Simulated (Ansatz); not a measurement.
All-electron LAPW in Ansatz 0.2.0 under LDA, scalar-relativistic, energies extrapolated to zero smearing. Slabs are 1×1 cells cut from bulk crystals relaxed on PAW files, with atoms then relaxed, 16 to 20 Å of vacuum, a dipole correction, k spacings of 0.16 to 0.26 Å⁻¹ and smearing of 0.02 to 0.1 eV, without spin–orbit coupling or spin polarisation. The bulk type named needn't be the stable one, and no reconstruction is allowed.

(1) Order these slabs by surface energy, lowest first.
A. bcc Mo (110), 5 layers
B. bcc Mo (111), 5 layers
C. bcc Mo (100), 5 layers
D. bcc Mo (111), 2 layers

Results:

(1) A (3.25 J/m²), B (3.44 J/m²), C (3.79 J/m²), D (3.87 J/m²).
